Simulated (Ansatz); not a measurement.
**In2O: clamped-ion elastic tensor**

Level of theory: DFT PBEsol, scalar-relativistic, plane waves, PAW in Ansatz 0.2.0. Plane waves to 420 eV; Γ-centred k mesh 12×12×4; Fermi-Dirac smearing of 0.15 eV. No spin polarisation.

Equilibrium structure at this level:
```
CELL_PARAMETERS angstrom
3.35402 0.00000 0.00000
-1.67701 2.90467 0.00000
0.00000 0.00000 12.45340
ATOMIC_POSITIONS crystal
In 0.00000 0.00000 0.38287
In 0.00000 0.00000 0.61713
In 0.66667 0.33333 0.11404
In 0.33333 0.66667 0.88596
O 0.66667 0.33333 0.30371
O 0.33333 0.66667 0.69629
```

The cell was built by swapping an element in a database structure (itself possibly hypothetical) and relaxing; it need not be the stable form of this composition. In a metal, frequencies and elastic constants depend on the k mesh and the smearing, soft modes and shear constants most. A semilocal functional can close a gap that the real compound has.

Question: Give the clamped-ion elastic constants (GPa, Voigt order xx yy zz yz xz xy, on the axes of the cell above).

Answer:
```
114.3  56.9  41.3 -15.4   0.0   0.0
 56.9 114.3  41.3  15.4   0.0   0.0
 41.2  41.2 133.3   0.0   0.0   0.0
-15.4  15.4   0.0  26.6   0.0   0.0
  0.0   0.0   0.0   0.0  26.6 -15.4
  0.0   0.0   0.0   0.0 -15.4  28.7
```

Cost: 1 run of about 3.4 core-minutes, on Intel Xeon Platinum 8375C (Ice Lake) (shared hosts).